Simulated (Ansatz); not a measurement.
V₂InC:
```yaml
crystal:
  lattice:
    - [2.98549, 0.00000, 0.00000]
    - [-1.49274, 2.58551, 0.00000]
    - [0.00000, 0.00000, 13.43767]
  atoms:
    - { symbol: V, position: [0.33333, 0.66667, 0.07790] }
    - { symbol: V, position: [0.66667, 0.33333, 0.92210] }
    - { symbol: V, position: [0.66667, 0.33333, 0.57790] }
    - { symbol: V, position: [0.33333, 0.66667, 0.42210] }
    - { symbol: In, position: [0.33333, 0.66667, 0.75000] }
    - { symbol: In, position: [0.66667, 0.33333, 0.25000] }
    - { symbol: C, position: [0.00000, 0.00000, 0.00000] }
    - { symbol: C, position: [0.00000, 0.00000, 0.50000] }
```

Relaxed with PBEsol. Special points in fractions of this cell's reciprocal vectors: Γ (0.000, 0.000, 0.000); M (0.500, 0.000, 0.000); K (0.333, 0.333, 0.000); A (0.000, 0.000, 0.500); L (0.500, 0.000, 0.500); H (0.333, 0.333, 0.500).

Q: List the band energies nearest the Fermi level at these points for the program Ansatz at the PBEsol level (PAW).

A: In eV from the Fermi level; about four levels below and three above (degenerate sets whole), none deeper than 8.9 eV; points with the same levels are listed once.

```tsv
k	below	above
Γ	-0.58 -0.58 -0.58 -0.58 -0.31 -0.28	0.46 0.46 0.53 0.53
M	-2.51 -2.46 -1.71 -1.69	0.89 0.97 1.04
K	-1.65 -1.62 -1.62 -1.21	0.27 0.53 0.53
A	-0.58 -0.58 -0.58 -0.58 -0.30 -0.30	0.49 0.49 0.49 0.49
L	-2.48 -2.48 -1.70 -1.70	0.96 0.96 1.07 1.07
H	-1.49 -1.49 -0.44 -0.44	0.33 0.33 1.24 1.24
```

Space group P6_3/mmc. The first step of the workflow began from a Materials Project structure, measured or hypothetical; the Crystallography Open Database copy checked does not list it. Whether it is the stable phase at ambient conditions was not checked. The cell was relaxed with PBEsol under the symmetry of its start; of distortions, only those at the zone centre were tested. The run is not spin-polarised. Spin–orbit coupling is left out wherever it is not named.

Potentials: the later of the program's two PAW sets.
